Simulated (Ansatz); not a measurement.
Computed with DFT, r2SCAN, plane waves (500 eV) with PAW, scalar-relativistic in Ansatz 0.2.0. The PAW files were generated under PBE, with cores re-solved for the functional.

An element in the omega (AlB2-type) structure gives this curve. The cell is scaled uniformly from the relaxed one, with fractional coordinates and shape fixed. Energies are extrapolated to zero smearing, pressures are those at the given smearing. Magnetic state: spin not included.

```csv
V (Å³/atom),E − E₀ (meV/atom),P (GPa)
12.679,326.7,68.77
13.255,132.9,40.48
13.832,30.1,17.92
14.408,-0.1,-0.04
14.984,27.5,-14.32
15.560,101.1,-25.62
16.137,210.8,-34.53
```

Which element is it?
A. osmium
B. manganese
C. ruthenium
D. palladium

A. Its fit is V₀ = 14.40 Å³/atom, B₀ = 400 GPa, B₀′ = 4.7.
